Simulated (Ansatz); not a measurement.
A plane-wave DFT run in Ansatz 0.2.0 (scalar-relativistic PAW potentials unless the input names others): input and command.

```yaml
crystal:
  lattice:
    - [3.1877751456, 2.9e-09, 0.0]
    - [-1.5938875753, 2.7606942562, 0.0]
    - [0.0, 0.0, 14.8712383731]
  atoms:
    - { symbol: W, position: [0.3333333333, 0.6666666667, 0.25] }
    - { symbol: W, position: [0.6666666667, 0.3333333333, 0.75] }
    - { symbol: S, position: [0.3333333333, 0.6666666667, 0.6443538095] }
    - { symbol: S, position: [0.6666666667, 0.3333333333, 0.1443538095] }
    - { symbol: S, position: [0.3333333333, 0.6666666667, 0.8556461905] }
    - { symbol: S, position: [0.6666666667, 0.3333333333, 0.3556461905] }
basis:
  ecutwfc: 420
  ecutrho_ratio: 2
kpoints:
  mp_grid: { grid: [12, 12, 2] }
hamiltonian:
  xc: pbe
scf:
  occupations: { method: gaussian, width: 0.02 }
  max_iter: 50
output:
  forces: true
  eigenvalues: true
  stress: true
```

```bash
ansatz run input.yaml --threads 4 --pin off --max-ram 8192MiB --backend cpu --events-out ev --progress --plain --runs-dir out
```

Abridged log:
```
Warning: basis.ecutrho_ratio = 2 (ecutrho = 840 eV) is below the records' recommended 1680 eV
settings of this run that can trade accuracy for cost: basis.ecutrho_ratio < 4. Do not mix this run's numbers with those of runs without the same settings; the input reference describes each key
Pseudopotentials: kind: paw
Pseudopotential: W, paw, valence charge 14, recommended cutoff 420 eV (normal)
Pseudopotential: S, paw, valence charge 6, recommended cutoff 420 eV (normal)
Functional definition: PBE
Crystal: 6 atoms, lattice volume = 130.874 Å³
Basis set: ecut = 420 eV, 2593 PW (Γ), exchange–correlation on 36×36×180 points (8 copies of the dense FFT grid, shifted against one another)
Bands: 32, of which v1, the nominal top of the filled ones, is band 26 counted from 1 (25 counted from 0)
Symmetry: 24 space group operations
Space group: P63/mmc (ITA 194), of the structure as read, at distance tolerance 5.1e-5 Å
k-points: 38 of 288
Initial density: superposition of atomic densities (neutral atoms: chi_scale 0, normalization atom), corrected by the library's trained network
Initial wavefunctions: pseudopotential atomic-orbital guess
Functional: x = pbe(κ = 0.804, μ = 0.21951497), c = pbe(β = 0.06672455)
SCF iter   1: F=—  HF=-24382.879387 eV  |F-HF|=—  |Δ(HF+E_count)|=         —  Δρ=5.23e-3  dr2=5.07e-2  ethr=1.77e-3  ⟨swp⟩=7.6  Hψ=5967  notcnv=0
SCF iter   2: F=—  HF=-24382.879815 eV  |F-HF|=—  |Δ(HF+E_count)|=   4.28e-4  Δρ=2.66e-3  dr2=4.76e-3  ethr=9.74e-5  ⟨swp⟩=2.4  Hψ=2043  notcnv=0  defer=61
SCF iter   3: F=—  HF=-24382.882726 eV  |F-HF|=—  |Δ(HF+E_count)|=   2.91e-3  Δρ=1.32e-3  dr2=1.57e-3  ethr=9.15e-6  ⟨swp⟩=2.1  Hψ=1832  notcnv=0  defer=61
SCF iter   4: F=—  HF=-24382.883911 eV  |F-HF|=—  |Δ(HF+E_count)|=   1.18e-3  Δρ=1.54e-4  dr2=6.74e-5  ethr=3.01e-6  ⟨swp⟩=2.0  Hψ=1840  notcnv=0  defer=61
SCF iter   5: F=—  HF=-24382.884075 eV  |F-HF|=—  |Δ(HF+E_count)|=   1.64e-4  Δρ=5.26e-5  dr2=1.24e-5  ethr=1.30e-7  ⟨swp⟩=2.0  Hψ=1828  notcnv=0  defer=61
SCF iter   6: F=—  HF=-24382.884077 eV  |F-HF|=—  |Δ(HF+E_count)|=   2.21e-6  Δρ=1.94e-5  dr2=8.96e-7  ethr=2.39e-8  ⟨swp⟩=2.0  Hψ=1680  notcnv=0  defer=61
SCF iter   7: F=-24382.884078 eV  HF=-24382.884078 eV  |F-HF|=3.75e-8  |Δ(HF+E_count)|=   9.27e-7  Δρ=4.22e-6  dr2=3.84e-8  ethr=1.92e-10  ⟨swp⟩=8.9  Hψ=6242  notcnv=0
SCF 1 converged in 7 iterations: F = -24382.884078 eV  dr2 = 3.84e-8
SCF converged after 7 iterations
Free energy (F): -24382.884078 eV
Harris-Foulkes:  -24382.884078 eV  (|F-HF|=3.75e-8)
Internal energy: -24382.884078 eV  (E = F + TS)
E sigma→0 (E₀):  -24382.884078 eV
Fermi energy:    8.952676 eV
--- Forces (eV/Å), atoms counted from 1 ---
  atom   1  W      0.00000000     0.00000000     0.00000000
  atom   2  W      0.00000000     0.00000000     0.00000000
  atom   3  S      0.00000000     0.00000000     0.00018019
  atom   4  S      0.00000000     0.00000000     0.00018019
  atom   5  S      0.00000000     0.00000000    -0.00018019
  atom   6  S      0.00000000     0.00000000    -0.00018019
--- Stress (GPa, compression-positive) ---
        0.003502       0.000000       0.000000
        0.000000       0.003502       0.000000
        0.000000       0.000000       0.015621
  P = ⅓ Tr σ = 0.0075 GPa (0.075 kbar)
settings of this run that can trade accuracy for cost: basis.ecutrho_ratio < 4. Do not mix this run's numbers with those of runs without the same settings; the input reference describes each key
```

One setting here is unusual or wrong in general: a density cutoff too low for products of the waves, which reach up to 4 times the waves' cutoff (basis.ecutrho_ratio: not typed → 2). For this cell it did little harm to the result: the run converged in 7 SCF iterations with an energy at zero smearing 0.19 meV/atom below the reference's, pressure 0.01 GPa, largest force 0.000 eV/Å, gap on the mesh 1.63 eV. A reference run on usual settings, whose relaxation ended at this geometry, converged, and the end of its own relaxation has pressure 0.00 GPa, largest force 0.000 eV/Å, gap on the mesh 1.63 eV.

Time: 14 s on 4 threads of AMD EPYC (Zen 3), on a shared host, peak memory 0.54 GiB.